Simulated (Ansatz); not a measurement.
An Ansatz (a first-principles code) run. Input:

Ansatz 0.2 input:
```yaml
crystal:
  lattice:
    - [0.0, 1.9374126775, 1.9374126775]
    - [1.9374126775, 0.0, 1.9374126775]
    - [1.9374126775, 1.9374126775, 0.0]
  atoms:
    - { symbol: Pd, position: [0.0, 0.0, 0.0] }
kpoints:
  mp_grid: { grid: [13, 13, 13] }
  band_path:
    path:
      - [[0.0, 0.0, 0.0], [0.5, 0.0, 0.5], [0.625, 0.25, 0.625]]  # Γ-X-U
      - [[0.375, 0.375, 0.75], [0.0, 0.0, 0.0], [0.5, 0.5, 0.5], [0.5, 0.25, 0.75], [0.5, 0.0, 0.5]]  # K-Γ-L-W-X
    npoints: 12
basis: { xc_grid: 2 }
hamiltonian:
  xc: pbesol
  pseudopotentials: { azcp: { folder: ./paw }, kind: paw_fr }
magnetization: { noncollinear: true, spin_orbit: true }
scf:
  n_extra_bands: 12
  convergence: { dr2_threshold: 0.0000000001 }
  occupations: { method: gaussian, width: 0.05 }
output: { eigenvalues: true }
```

Output (shortened):

```
Pseudopotential: Pd, paw, valence charge 18
Functional definition: PBEsol
non-collinear run that drives no moment, with spin-orbit …
Crystal: 1 atoms, lattice volume = 14.544 Å³
Basis set: ecut = 420 eV, 283 PW (Γ), exchange–correlation on 40×40×40 points (8 copies of the dense FFT grid, shifted against one another)
Bands: 30, of which v1, the nominal top of the filled ones, is band 18 counted from 1 (17 counted from 0)
Symmetry: 48 space group operations + 48 with time reversal
k-points: 84 of 2197
Projection manifold: j_resolved (fully-relativistic pseudo-atomic orbitals)
SCF iter   1: F=—  HF=-6909.857909 eV  |F-HF|=—  |Δ(HF+E_count)|=         —  Δρ=1.68e-1  dr2=4.12e0  dr2_m=0.00e0 (ungated)  ethr=3.10e-3  |M|=0.00e0 ∫|m|=0.00e0 μB  |m|>n=0.0e0 m-floor=0.0e0 τ_xc=0.0e0  β_m=0.30  ⟨swp⟩=5.3  Hψ=5318  notcnv=0  defer=122
preconditioner: auto → none
SCF iter   2: F=—  HF=-6909.129218 eV  |F-HF|=—  |Δ(HF+E_count)|=   7.29e-1  Δρ=9.94e-2  dr2=1.44e0  dr2_m=0.00e0 (ungated)  ethr=3.10e-3  |M|=0.00e0 ∫|m|=0.00e0 μB  |m|>n=0.0e0 m-floor=0.0e0 τ_xc=0.0e0  β_m=0.50  ⟨swp⟩=2.8  Hψ=2373  notcnv=0  defer=440
SCF iter   3: F=—  HF=-6908.734992 eV  |F-HF|=—  |Δ(HF+E_count)|=   3.94e-1  Δρ=1.78e-2  dr2=1.82e-2  dr2_m=0.00e0 (ungated)  ethr=3.10e-3  |M|=0.00e0 ∫|m|=0.00e0 μB  |m|>n=0.0e0 m-floor=0.0e0 τ_xc=0.0e0  β_m=0.69  ⟨swp⟩=2.2  Hψ=1804  notcnv=0  defer=440
SCF iter   4: F=—  HF=-6908.738546 eV  |F-HF|=—  |Δ(HF+E_count)|=   3.55e-3  Δρ=9.38e-4  dr2=2.88e-5  dr2_m=0.00e0 (ungated)  ethr=1.01e-4  |M|=0.00e0 ∫|m|=0.00e0 μB  |m|>n=0.0e0 m-floor=0.0e0 τ_xc=0.0e0  β_m=0.84  ⟨swp⟩=2.1  Hψ=2649  notcnv=0  defer=440
SCF iter   5: F=—  HF=-6908.738690 eV  |F-HF|=—  |Δ(HF+E_count)|=   1.44e-4  Δρ=8.43e-4  dr2=8.87e-5  dr2_m=0.00e0 (ungated)  ethr=1.60e-7  |M|=0.00e0 ∫|m|=0.00e0 μB  |m|>n=0.0e0 m-floor=0.0e0 τ_xc=0.0e0  β_m=0.85  ⟨swp⟩=2.0  Hψ=1813  notcnv=0  defer=440
SCF iter   6: F=—  HF=-6908.738672 eV  |F-HF|=—  |Δ(HF+E_count)|=   1.76e-5  Δρ=2.85e-4  dr2=1.01e-5  dr2_m=0.00e0 (ungated)  ethr=1.60e-7  |M|=0.00e0 ∫|m|=0.00e0 μB  |m|>n=0.0e0 m-floor=0.0e0 τ_xc=0.0e0  β_m=0.93  ⟨swp⟩=2.2  Hψ=1516  notcnv=0  defer=440
SCF iter   7: F=—  HF=-6908.738670 eV  |F-HF|=—  |Δ(HF+E_count)|=   2.51e-6  Δρ=5.73e-5  dr2=4.07e-7  dr2_m=0.00e0 (ungated)  ethr=5.62e-8  |M|=0.00e0 ∫|m|=0.00e0 μB  |m|>n=0.0e0 m-floor=0.0e0 τ_xc=0.0e0  β_m=0.96  ⟨swp⟩=2.5  Hψ=1614  notcnv=0  defer=440
SCF iter   8: F=—  HF=-6908.738669 eV  |F-HF|=—  |Δ(HF+E_count)|=   9.69e-7  Δρ=6.14e-6  dr2=4.67e-9  dr2_m=0.00e0 (ungated)  ethr=2.26e-9  |M|=0.00e0 ∫|m|=0.00e0 μB  |m|>n=0.0e0 m-floor=0.0e0 τ_xc=0.0e0  β_m=0.98  ⟨swp⟩=2.6  Hψ=1699  notcnv=0  defer=440
SCF iter   9: F=-6908.738669 eV  HF=-6908.738669 eV  |F-HF|=8.19e-12  |Δ(HF+E_count)|=  6.07e-10  Δρ=3.11e-7  dr2=1.20e-11  dr2_m=0.00e0 (ungated)  ethr=1.00e-12  |M|=0.00e0 ∫|m|=0.00e0 μB  |m|>n=0.0e0 m-floor=0.0e0 τ_xc=0.0e0  ⟨swp⟩=6.5  Hψ=5932  notcnv=0
SCF 1 converged in 9 iterations: F = -6908.738669 eV  dr2 = 1.20e-11
NSCF: frozen V_eff on 74 k-points
SCF converged after 9 iterations
Magnetization: |M| = 0.0000 μB,  M = (+0.0000, +0.0000, +0.0000) μB
Absolute magnetization: 0.0000 μB (∫|m|)
  site 0: m = (+0.0000, +0.0000, +0.0000) μB, |m| = 0.0000 μB  (R = 1.13 Å)
Free energy (F): -6908.738669 eV
Harris-Foulkes:  -6908.738669 eV  (|F-HF|=8.19e-12)
Internal energy: -6908.735476 eV  (E = F + TS)
E sigma→0 (E₀):  -6908.737073 eV
Entropy (-TS):   -0.003193 eV (-3.193 meV/atom)
Fermi energy:    19.898804 eV
--- Per-component energies (eV) ---
  E_band       = -137.017551
  E_kinetic    = 448.256458
  E_local      = -1813.213161  (includes V_loc(G=0)·N_el)
  E_nonlocal   = 371.917516
  E_hartree    = 728.434455
  E_xc         = -137.862159
  E_vxc        = -174.990386  (∫ρ·V_xc dr)
  E_paw        = -3746.370680  (= ΣΔE_a)
  E_vpaw       = -425.856924  (= ΣTr[D̂ρ^β])
  E_aug_tail   = 0.000230  (compensation charges beyond the density's cutoff)
  E_ewald      = -2760.202576
  E_core_change = 0.304441  (= ΣΔE_core)
  E_smearing   = -0.003193  (= −TS)
  E_closure    = 0.000000  (closes the sum)
  Σ components = -6908.738669   (vs F -6908.738669, Δ=0.00e0)
  [band-id]    e_kinetic+e_local+e_nonlocal+2·e_hartree+e_vxc+e_vpaw+e_augmentation_tail = -137.017357   (vs E_band -137.017551, Δ=1.94e-4)
--- Band table (eV; the first three rows and the last of 84) ---
  k-point 0: bands = ["-64.2330", "-64.2330", "-32.8883", "-32.8883", "-28.3418", "-28.3418", "-28.3418", "-28.3418", "12.4943", "12.4943", "16.8121", "16.8121", "16.8121", "16.8121", "17.1215", "17.1215", "18.6408", "18.6408", "18.6408", "18.6408", …
  k-point 1: bands = ["-64.2297", "-64.2297", "-32.8972", "-32.8972", "-28.3618", "-28.3618", "-28.3458", "-28.3458", "12.7107", "12.7107", "16.7797", "16.7797", "16.8735", "16.8735", "17.1640", "17.1640", "18.5913", "18.5913", "18.6207", "18.6207", …
  k-point 2: bands = ["-64.2204", "-64.2204", "-32.9220", "-32.9220", "-28.4168", "-28.4168", "-28.3566", "-28.3566", "13.3084", "13.3084", "16.6657", "16.6657", "16.9993", "16.9993", "17.3309", "17.3309", "18.5072", "18.5072", "18.6251", "18.6251", …
  k-point 83: bands = ["-64.1559", "-64.1559", "-33.0902", "-33.0902", "-28.6599", "-28.6599", "-28.5626", "-28.5626", "15.4012", "15.4012", "16.1004", "16.1004", "16.5907", "16.5907", "18.5537", "18.5537", "20.1055", "20.1055", "27.5059", "27.5059", …
```

Cost: around 5 core-seconds (rough) on shared cores.

Space group Fm-3m (fcc (Cu type)). The PBEsol relaxation kept the symmetry of its start. The run is not spin-polarised.

Potentials: the earlier of the program's two PAW sets.

Ansatz is a plane-wave DFT program.
